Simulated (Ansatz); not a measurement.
SnRu3C (anti-perovskite), relaxed with PBEsol (Ansatz, a program for electronic structure, plane waves, PAW): a = 4.047 Å, b = 4.047 Å, c = 4.047 Å, α = 90.00°, β = 90.00°, γ = 90.00°.

| Item | Result |
|---|---|
| ΔH_f (eV/atom) | 0.02 |
| B₀ by P(V) fit (GPa) | 272 |
| K_Hill (GPa) | 272 |
| G_Hill (GPa) | 148 |
| Θ_D (K) | 516 |

Task: The same phase is relaxed and computed with r²SCAN in the same code. What are the cell and these values now?

Result: a = 4.066 Å, b = 4.066 Å, c = 4.066 Å, α = 90.00°, β = 90.00°, γ = 90.00°.

ΔH_f (eV/atom): 0.05
B₀ by P(V) fit (GPa): 264
K_Hill (GPa): 265
G_Hill (GPa): 145
Θ_D (K): 513

Typed or built starts, not in the databases checked: SnRu3C, anti-perovskite. All cells were relaxed under the symmetry of their starts (and spin orders); stability against distortions was not tested throughout. Rows with no word on spin ran without spin polarisation. Scalar-relativistic: spin–orbit coupling is off unless named, which matters more the heavier the elements.

Potentials: the later of the program's two PAW sets.

Ansatz is a plane-wave DFT program.

Formation energies count from the lowest solids of the elements computed at the same level, not from gases.
